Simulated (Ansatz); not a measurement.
Here is an unrelaxed guess for TeP2.

Space group Fm-3m (No. 225). a = 7.113 Å, b = 7.113 Å, c = 7.113 Å, α = 90.00°, β = 90.00°, γ = 90.00°
| atom | site | symmetry | x | y | z |
| --- | --- | --- | --- | --- | --- |
| Te | 4b | m-3m | 0.5000 | 0.0000 | 0.0000 |
| P | 8c | -43m | 0.2500 | 0.7500 | 0.7500 |

The calculation used Ansatz, DFT PBE, scalar-relativistic, plane waves, PAW. Plane waves to 420 eV, a k mesh through Γ of 4×4×4 on the computed 3-atom cell and Gaussian smearing (0.10 eV); no spin polarisation.

The zero of energy is the elements' standard structures at the same level; no fitted shifts are applied. The references include black phosphorus.

Task: What does a single point on this coarse mesh give?

Result: The pressure is -8.8 GPa (it wants to contract), the largest force is 0.00 eV/Å (symmetry fixes the atoms), and the energy is +1.13 eV/atom against the elements. The shortest distance is 3.08 Å.

Task: How much does it gain on relaxing, and where does it end?

Result: Relaxing gains about 0.24 eV/atom (the start's value is from the coarse mesh, so the gain is rough) in 10 ionic steps and ends at +0.89 eV/atom on the finer mesh. The symmetry stays Fm-3m (No. 225). The end has the fluorite type. The volume per atom shrinks by 22.2 %, from 30.0 to 23.3 Å³. The shortest distance goes from 3.08 Å (Te–P) to 2.83 Å (Te–P). Conventional cell: a = 6.542 Å. Te is surrounded by 8 P at 2.83 Å; P is surrounded by 4 Te at 2.83 Å and 6 P at 3.27 Å.

The last run used a 12×12×12 mesh for its 3-atom cell and Gaussian smearing of 0.10 eV. Spin–orbit coupling, which can matter for Te, is left out. The reference forms of P and Te are held partly by dispersion forces, which this level lacks. The relaxation can't lower the symmetry of the start. Symmetry constrained the relaxation, so the result can be a saddle point. Another cell of TeP2 relaxed alike, in I4/mmm, lies 0.71 eV/atom lower, so this cell isn't the stable form at this level.
